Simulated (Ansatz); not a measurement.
Consider the following.

BAs:
```yaml
crystal:
  lattice:
    - [5.88907, 0.00000, 0.00000]
    - [0.00000, 5.88907, 0.00000]
    - [0.00000, 0.00000, 3.38962]
  atoms:
    - { symbol: B, position: [0.32273, 0.67727, 0.00000] }
    - { symbol: B, position: [0.67727, 0.32273, 0.00000] }
    - { symbol: B, position: [0.82273, 0.82273, 0.50000] }
    - { symbol: B, position: [0.17727, 0.17727, 0.50000] }
    - { symbol: As, position: [0.31862, 0.31862, 0.00000] }
    - { symbol: As, position: [0.68138, 0.68138, 0.00000] }
    - { symbol: As, position: [0.18138, 0.81862, 0.50000] }
    - { symbol: As, position: [0.81862, 0.18138, 0.50000] }
```

This is the PBE-relaxed structure.

All from DFT-PBE in the program Ansatz with PAW potentials, unless another level is named. Give the band gap.

0.80 eV (indirect).

Predict the formation energy from the elements (no fitted shifts).

0.092 eV/atom.

What about the gap with spin–orbit coupling?

0.74 eV.

Give the hole effective mass with spin–orbit coupling.

0.24, 0.24, 0.65 mₑ (principal values).

Space group P4_2/mnm. The start of the workflow was typed in or built on a structure type; neither database checked (COD, Materials Project) lists it. It is not the phase usual at ambient conditions (space group No. 216). Symmetry was held in the PBE relaxation; its stability against distortions is not shown here. The references are the lowest solids computed at this level, not always the standard phases. Spin–orbit coupling is left out wherever it is not named.

Potentials: the earlier of the program's two PAW sets.
